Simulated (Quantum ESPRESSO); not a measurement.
Space group R-3m, hexagonal axes (No. 166); a = b = 3.0540 Å, c = 18.5733 Å, α = β = 90.00°, γ = 120.00°

```
atom  site  symmetry       x       y       z
----  ----  --------  ------  ------  ------
O       6c        3m  0.0000  0.0000  0.1128
Rh      3b       -3m  0.0000  0.0000  0.5000
Ag      3a       -3m  0.0000  0.0000  0.0000
```
(The calculation used a cell of 4 atoms; values per cell refer to that cell.)

Cell and atoms were relaxed with PBEsol from Materials Project entry mp-1018033, within its symmetry.

Problem. What does PBEsol (pw.x of Quantum ESPRESSO, ONCV potentials, scalar-relativistic) give for the electronic structure near the Fermi level?

Solution. The PBEsol gap is 0.43 eV; at least one edge lies off the plotted path, at a point of the SCF mesh. The smallest direct gap is 0.67 eV. Another valence extremum on the path lies within 0.02 eV, too close to call. Spin-orbit splittings are left out.

The structure is a Materials Project entry; no match was found in the copy of COD used, and its stability was not checked.
